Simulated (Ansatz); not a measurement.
Computed with DFT PBE, scalar-relativistic, plane waves, PAW in Ansatz. Settings: cutoff 420 eV, Γ-centred meshes spaced at most about 0.3 Å⁻¹, and about 0.25 Å⁻¹ or finer for metals (2π included), Gaussian smearing. No spin polarisation in the final relaxations.

All energies are static (0 K, no zero-point motion).

Compare these two cells of HfO3, each relaxed at this level.

A. Space group I4/mmm (No. 139), tetragonal, a = 3.200 Å, c = 7.160 Å. Hf is surrounded by 4 O at 2.26 Å, 8 O at 2.40 Å and 4 Hf at 3.20 Å; O on a site of symmetry -4m2 is surrounded by 4 O at 2.26 Å, 4 Hf at 2.40 Å and 4 O at 2.40 Å; O on a site of symmetry 4/mmm is surrounded by 4 Hf at 2.26 Å and 8 O at 2.40 Å.

B. Space group Pm-3m (No. 221), cubic, a = 3.324 Å. Around Hf lie 12 O at 2.35 Å; around O lie 4 Hf at 2.35 Å and 8 O at 2.35 Å.

Question: Which arrangement of the elements on these sites is preferred, and by what margin?

Answer: A is lower, by 60 meV/atom. The two share one framework of sites and differ in which element sits where. A has space group I4/mmm (No. 139), 9.2 Å³/atom and no gap on its mesh; B has space group Pm-3m (No. 221), 9.2 Å³/atom and no gap. Counting O atoms around Hf (those within 1.25 times the shortest such distance or 1.15 times the sum of covalent radii, 1.27 where that leaves under three), A and B both have Hf 12. Both come from invented guesses. A third cell relaxed alike, in Pm-3n, lies 0.49 eV/atom below the lower of the two.

These runs have no spin–orbit coupling, which can matter for Hf. Cells relaxed within their symmetry can be saddle points.
